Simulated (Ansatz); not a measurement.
TePt:
```
CELL_PARAMETERS angstrom
      3.44412     0.00000     0.00000
      0.00000     3.44412     0.00000
      0.00000     0.00000     3.43889
ATOMIC_POSITIONS crystal
  Pt 0.00000 0.00000 0.00000
  Te 0.50000 0.50000 0.50000
```

Relaxed with PBE. Special points in fractions of this cell's reciprocal vectors: Γ (0.000, 0.000, 0.000); X (0.000, 0.500, 0.000); M (0.500, 0.500, 0.000); Z (0.000, 0.000, 0.500); R (0.000, 0.500, 0.500); A (0.500, 0.500, 0.500).

Question: List the band energies nearest the Fermi level at these points for plane-wave PAW PBE (Ansatz code).

Answer: In eV from the Fermi level; about four levels below and three above (degenerate sets whole), none deeper than 8.9 eV; points with the same levels are listed once.

| k | below | above |
|---|---|---|
| Γ | -2.47 -2.46 -2.46 -1.31 -1.31 -1.29 | 0.47 6.93 6.93 |
| X | -4.12 -3.90 -2.40 -1.62 | 2.45 2.46 4.64 |
| M | -3.11 -3.11 -1.94 -1.65 -0.37 | 0.85 8.07 8.07 |
| Z | -4.13 -4.13 -3.90 -2.41 -1.60 | 2.45 2.45 4.63 |
| R | -3.12 -3.12 -1.94 -1.64 -0.35 | 0.83 8.05 8.05 |
| A | -6.62 -6.61 -6.61 -1.60 -1.59 | 1.12 1.12 1.12 |

Space group Pm-3m (CsCl type). The start of the workflow was typed in or built on a structure type; neither database checked (COD, Materials Project) lists it. COD files the formula under space group No. 166, 194. Its standing as an ambient phase is unchecked. The PBE relaxation kept the symmetry of its start; its stability against distortions is not shown here. The run is not spin-polarised. Its formation energy is positive at this level, so the cell may be metastable or incomplete. Point labels and valley counts follow the cell and symmetry of the run, lower than the named group. Scalar-relativistic: spin–orbit coupling is off unless named, which matters more the heavier the elements.

Potentials: the later of the program's two PAW sets.
